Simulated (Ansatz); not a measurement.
# W (bcc, W type), energy over volume and axial ratio

W (bcc, W type)

```
W
1.0
   -1.59183     1.59183     1.59183
    1.59183    -1.59183     1.59183
    1.59183     1.59183    -1.59183
W
1
Cartesian
  0.00000   0.00000   0.00000
```

Grid over V/V₀ and (c/a)/(c/a)₀, subscript 0 meaning the relaxed cell; the conventional c axis lies along z; no internal relaxation.

Computed with PBE (plane waves to 420 eV, PAW, scalar-relativistic; Ansatz, a quantum-chemistry and plane-wave program). k mesh 20×20×20 (Γ-centred), Fermi-Dirac smearing 0.05 eV. The energy includes the smearing's −TS. Stress and pressure are positive under compression. With partly filled bands, the response to shear is sensitive to the k mesh, so small differences along c/a are uncertain. Spin-orbit coupling is left out, though W is heavy. The PAW data are Ansatz's earlier set. W is run without spin polarisation. W was relaxed with its symmetry unable to fall. ΔE is measured from the relaxed starting cell.

ΔE (kJ/mol of atoms), with V/V₀ across and (c/a)/(c/a)₀ down:

| (c/a)/(c/a)₀ \ V/V₀ | 0.960 | 0.980 | 1.000 | 1.020 | 1.040 |
|---|---|---|---|---|---|
| 0.920 | 10.6 | 8.4 | 7.5 | 7.9 | 9.3 |
| 0.960 | 4.5 | 2.5 | 1.9 | 2.4 | 3.9 |
| 1.000 | 2.5 | 0.6 | 0.0 | 0.6 | 2.2 |
| 1.040 | 4.3 | 2.3 | 1.7 | 2.2 | 3.8 |
| 1.080 | 8.8 | 6.7 | 5.9 | 6.3 | 7.8 |

P (GPa), with V/V₀ across and (c/a)/(c/a)₀ down:

```
(c/a)/(c/a)₀ \ V/V₀  0.960  0.980  1.000  1.020  1.040
-------------------  -----  -----  -----  -----  -----
0.920                 14.8    7.7    1.3   -4.6   -9.8
0.960                 13.8    6.7    0.3   -5.4  -10.7
1.000                 13.6    6.4    0.0   -5.8  -11.0
1.040                 13.8    6.7    0.2   -5.5  -10.7
1.080                 14.3    7.2    0.8   -4.9  -10.1
```

Read from the data:

```
Quantity                                                               Value
-------------------------  -------------------------------------------------
Lowest place on the grid     V/V₀ = 1.000, (c/a)/(c/a)₀ = 1.000 (0 meV/atom)
Highest place on the grid  V/V₀ = 0.960, (c/a)/(c/a)₀ = 0.920 (110 meV/atom)
```

The 25 points together took about 2.9 core-minutes (a rough figure).

(Under strain, the slope of the energy per volume gives the stress and its curvature an elastic modulus.)
